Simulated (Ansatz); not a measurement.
Input and command of a plane-wave DFT calculation in Ansatz:

```yaml
crystal:
  lattice:
    - [3.38105, 0.0, 0.0]
    - [0.0, 3.38105, 0.0]
    - [0.0, 0.0, 3.38105]
  atoms:
    - { symbol: "Y", position: [0.5, 0.5, 0.5] }
    - { symbol: Au, position: [0.0, 0.0, 0.0] }
basis:
  ecutwfc: 420
kpoints:
  mp_grid: { grid: [14, 14, 14] }
hamiltonian:
  xc: pbesol
scf:
  occupations: { method: gaussian, width: 0.15 }
output:
  forces: true
  stress: true
  eigenvalues: true
```

```bash
ansatz run input.yaml --threads 1 --pin off --max-ram 2560MiB --backend cpu --events-out ev --progress --plain --runs-dir out
```

Processor: Arm Neoverse V2, 1 thread, on a host shared with other jobs.

Problem. How long does it run, and how much memory does it take?

Solution. About 3.8 s on 1 thread of Arm Neoverse V2, on a shared host, peak memory 0.35 GiB. It solves 19 bands at 120 k points (the mesh reduced by symmetry) with about 739 plane waves, in 6 SCF iterations.
